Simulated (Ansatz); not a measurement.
Geometry optimisation in Ansatz: input, command and trajectory.

```yaml
crystal:
  lattice:
    - [13.4, 0.0, 0.0]
    - [0.0, 13.7, 0.0]
    - [0.0, 0.0, 14.0]
  atoms:
    - { symbol: Sn, position: [0.4380353391, 0.3218599414, 0.5552887956], spin: 0.4 }
    - { symbol: Sn, position: [0.560083755, 0.6809763661, 0.4457247858], spin: 0.4 }
    - { symbol: Sn, position: [0.4345496582, 0.5625617353, 0.3368053718], spin: 0.4 }
    - { symbol: Sn, position: [0.5635119694, 0.4422502692, 0.6853779034], spin: 0.4 }
    - { symbol: Sn, position: [0.6837874916, 0.5573078803, 0.559144251], spin: 0.4 }
    - { symbol: Sn, position: [0.3096974742, 0.4416172398, 0.4449087444], spin: 0.4 }
basis:
  ecutwfc: 420
kpoints:
  mp_grid: { grid: [1, 1, 1] }
hamiltonian:
  xc: pbesol
scf:
  occupations: { method: gaussian, width: 0.05 }
output:
  forces: true
  eigenvalues: true
  populations: true
  write_density: true
  write_potential: true
  elf: true
  volumetric_format: npy
magnetization:
  spin_polarized: true
relax:
  adjacent_minimum: "off"
  f_tol: 0.03
  max_steps: 40
```

```bash
ansatz run input.yaml --threads 4 --pin off --max-ram 11264MiB --backend cpu --events-out ev --progress --plain --runs-dir out
```

Computed with DFT PBEsol, scalar-relativistic, plane waves, PAW (Ansatz 0.2.0).

Of 11 frames 9 are shown, positions in Å and forces in eV/Å; the SCF threshold varies from step to step.

```xyz
6
Lattice="13.4000 0.0000 0.0000 0.0000 13.7000 0.0000 0.0000 0.0000 14.0000" Properties=species:S:1:pos:R:3:forces:R:3 pbc="T T T" step=1 free_energy_over_end_meV_per_atom=291.75
Sn    5.8697    4.4095    7.7740    0.4576    0.7734    0.0916
Sn    7.5051    9.3294    6.2401    0.0118   -0.2805    0.3294
Sn    5.8230    7.7071    4.7153    0.1995   -0.2863    0.2701
Sn    7.5511    6.0588    9.5953   -0.3261   -0.0254   -0.8026
Sn    9.1628    7.6351    7.8280   -0.6695   -0.2533   -0.1492
Sn    4.1499    6.0502    6.2287    0.3268    0.0721    0.2607
6
Lattice="13.4000 0.0000 0.0000 0.0000 13.7000 0.0000 0.0000 0.0000 14.0000" Properties=species:S:1:pos:R:3:forces:R:3 pbc="T T T" step=2 free_energy_over_end_meV_per_atom=229.48
Sn    5.9970    4.5469    7.7207    0.1749    0.1721   -0.1155
Sn    7.4525    9.2977    6.3311   -0.0687    0.0958    0.0448
Sn    5.9263    7.6004    4.7857    0.1928   -0.1234    0.0759
Sn    7.4531    6.1025    9.4874   -0.0964    0.0150    0.0278
Sn    9.0290    7.5307    7.7347   -0.1157   -0.1709   -0.1407
Sn    4.2036    6.1119    6.3219   -0.0869    0.0114    0.1077
6
Lattice="13.4000 0.0000 0.0000 0.0000 13.7000 0.0000 0.0000 0.0000 14.0000" Properties=species:S:1:pos:R:3:forces:R:3 pbc="T T T" step=3 free_energy_over_end_meV_per_atom=206.28
Sn    6.1140    4.6585    7.6220    0.0252    0.1002   -0.1818
Sn    7.4186    9.3548    6.3665    0.0563    0.1333   -0.0834
Sn    6.0439    7.4916    4.8736    0.0910   -0.0807    0.1798
Sn    7.4066    6.1276    9.5249    0.1002   -0.0256    0.2809
Sn    8.9167    7.4157    7.6240   -0.1256   -0.0607   -0.1194
Sn    4.1617    6.1418    6.3706   -0.1471   -0.0665   -0.0760
6
Lattice="13.4000 0.0000 0.0000 0.0000 13.7000 0.0000 0.0000 0.0000 14.0000" Properties=species:S:1:pos:R:3:forces:R:3 pbc="T T T" step=4 free_energy_over_end_meV_per_atom=174.71
Sn    6.2071    4.8017    7.5257   -0.0300    0.3139   -0.1047
Sn    7.4402    9.4524    6.3429    0.1682    0.0060   -0.1650
Sn    6.1427    7.3957    5.0070    0.0067   -0.0432    0.3661
Sn    7.4257    6.1031    9.6235    0.1874   -0.1452    0.1520
Sn    8.7812    7.3221    7.5298   -0.3063    0.0263   -0.0596
Sn    4.0646    6.1151    6.3526   -0.0260   -0.1579   -0.1886
6
Lattice="13.4000 0.0000 0.0000 0.0000 13.7000 0.0000 0.0000 0.0000 14.0000" Properties=species:S:1:pos:R:3:forces:R:3 pbc="T T T" step=5 free_energy_over_end_meV_per_atom=136.33
Sn    6.2775    4.9700    7.4557   -0.1340    0.2845   -0.0987
Sn    7.4877    9.5307    6.2986    0.2037   -0.0097   -0.2217
Sn    6.2168    7.3178    5.1622   -0.0543    0.0268    0.3617
Sn    7.4677    6.0526    9.6958    0.2560   -0.1869    0.2130
Sn    8.6301    7.2550    7.4611   -0.2775    0.0916   -0.0193
Sn    3.9818    6.0638    6.3082    0.0060   -0.2062   -0.2348
6
Lattice="13.4000 0.0000 0.0000 0.0000 13.7000 0.0000 0.0000 0.0000 14.0000" Properties=species:S:1:pos:R:3:forces:R:3 pbc="T T T" step=7 free_energy_over_end_meV_per_atom=51.00
Sn    6.1886    5.2189    7.5442   -0.2758   -0.0245    0.1679
Sn    7.7308    9.6347    6.0438    0.1222   -0.1889   -0.1406
Sn    6.1477    7.3906    5.4097   -0.2024    0.2149    0.0454
Sn    7.7294    5.7949    9.8067    0.1804   -0.1173   -0.1147
Sn    8.3775    7.3291    7.5307   -0.0149    0.2309    0.1927
Sn    3.8874    5.8219    6.0463    0.1907   -0.1148   -0.1509
6
Lattice="13.4000 0.0000 0.0000 0.0000 13.7000 0.0000 0.0000 0.0000 14.0000" Properties=species:S:1:pos:R:3:forces:R:3 pbc="T T T" step=8 free_energy_over_end_meV_per_atom=17.99
Sn    6.0437    5.2465    7.6783   -0.0094    0.2540    0.0131
Sn    7.8616    9.5998    5.9088    0.0042   -0.2071   -0.0714
Sn    6.0235    7.5136    5.4611   -0.0062    0.0216    0.2642
Sn    7.8719    5.6649    9.7619    0.0472   -0.0634   -0.1536
Sn    8.3449    7.4695    7.6679   -0.2822   -0.0021   -0.0053
Sn    3.9159    5.6957    5.9035    0.2462   -0.0028   -0.0469
6
Lattice="13.4000 0.0000 0.0000 0.0000 13.7000 0.0000 0.0000 0.0000 14.0000" Properties=species:S:1:pos:R:3:forces:R:3 pbc="T T T" step=9 free_energy_over_end_meV_per_atom=0.91
Sn    5.9602    5.3891    7.7785   -0.0337   -0.0524    0.0457
Sn    7.9634    9.5002    5.7805    0.0875    0.1063   -0.0446
Sn    5.9340    7.6143    5.6089   -0.0308    0.0323   -0.0364
Sn    7.9886    5.5424    9.6781    0.0499   -0.0355    0.0555
Sn    8.1804    7.5452    7.7505    0.0599    0.0395    0.0453
Sn    4.0349    5.5988    5.7850   -0.1328   -0.0899   -0.0654
6
Lattice="13.4000 0.0000 0.0000 0.0000 13.7000 0.0000 0.0000 0.0000 14.0000" Properties=species:S:1:pos:R:3:forces:R:3 pbc="T T T" step=11 free_energy_over_end_meV_per_atom=0.00
Sn    5.9312    5.3943    7.7984    0.0173    0.0073    0.0053
Sn    7.9872    9.4966    5.7574   -0.0001    0.0090   -0.0068
Sn    5.9214    7.6240    5.6297   -0.0018    0.0093   -0.0153
Sn    8.0082    5.5228    9.6586    0.0091   -0.0110    0.0214
Sn    8.1820    7.5787    7.7777   -0.0206   -0.0173   -0.0022
Sn    4.0314    5.5737    5.7597   -0.0039    0.0027   -0.0024
```

Time: 2 min on 4 threads of Arm Neoverse V2 (shared host), peak memory 1.9 GiB.